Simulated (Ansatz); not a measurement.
Mo$_{2}$C:
```cif
data_CMo2
_chemical_formula_sum 'Mo2 C1'
_space_group_name_H-M_alt 'P-3m1'
_space_group_IT_number 164
_space_group_name_Hall '-P 3 2"'
_cell_length_a 3.05001
_cell_length_b 3.05001
_cell_length_c 4.64957
_cell_angle_alpha 90.000
_cell_angle_beta 90.000
_cell_angle_gamma 120.000
loop_
_atom_site_label
_atom_site_type_symbol
_atom_site_symmetry_multiplicity
_atom_site_Wyckoff_symbol
_atom_site_fract_x
_atom_site_fract_y
_atom_site_fract_z
_atom_site_occupancy
Mo1 Mo 2 d 0.33333 0.66667 0.24955 1
C1 C 1 b 0.00000 0.00000 0.50000 1
```

This is the r²SCAN-relaxed structure.

### Question
All from DFT-r²SCAN in the program Ansatz with PAW potentials, unless another level is named. Give the electronic character.

### Answer
metallic (no gap).

### Question
Next, the density of states at the Fermi level?

### Answer
0.45 states/eV per atom (mean over ±0.08 eV).

### Question
Next, the formation energy from the elements (no fitted shifts)?

### Answer
-0.069 eV/atom.

### Question
Give the Z2 indices of the occupied bands with spin–orbit coupling.

### Answer
0;(000).

The first step of the workflow began from a Materials Project structure, measured or hypothetical; the Crystallography Open Database copy checked does not list it. COD files the formula under space group No. 60, so this cell is another polymorph or a model. Whether it is the stable phase at ambient conditions was not checked. Symmetry was held in the r²SCAN relaxation; of distortions, only those at the zone centre were tested. No spin polarisation was allowed. The references are the lowest solids computed at this level, not always the standard phases. Spin–orbit coupling is left out wherever it is not named.

Potentials: the later of the program's two PAW sets.
